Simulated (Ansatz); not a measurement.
Relaxed-ion elastic tensor of SiW (rock salt, Fm-3m) in GPa (Voigt order), plane-wave PAW r²SCAN (Ansatz code); density 11.27 g/cm³, 15.61 Å³ per atom.

```
      1     2     3    4    5    6
-  ----  ----  ----  ---  ---  ---
1   463  66.1  66.1  0.0  0.0  0.0
2  66.1   463  66.1  0.0  0.0  0.0
3  66.1  66.1   463  0.0  0.0  0.0
4   0.0   0.0   0.0  5.8  0.0  0.0
5   0.0   0.0   0.0  0.0  5.8  0.0
6   0.0   0.0   0.0  0.0  0.0  5.8
```

Question: Is the crystal mechanically stable?

Answer: Yes: the smallest eigenvalue of C is 5.8 GPa.

Question: Work out the Voigt and Reuss bounds. Is their mean of use?

Answer: K_V = 199, K_R = 199; G_V = 83.0, G_R = 9.5 GPa. The bounds lie so far apart that a Hill average or a Debye temperature from it would say little.

The cell is a constructed one: a structure type filled with these elements; neither database checked (COD, Materials Project) lists it. Its standing as an ambient phase is unchecked. The cell was relaxed with r²SCAN under the symmetry of its start; whether a distortion lowers the energy is not shown. No spin polarisation was allowed. As this level gives no gap, shear constants depend on the k-mesh and smearing (Fermi–Dirac, 0.1 eV here). Scalar-relativistic: spin–orbit coupling is off unless named, which matters more the heavier the elements.

Potentials: the later of the program's two PAW sets.
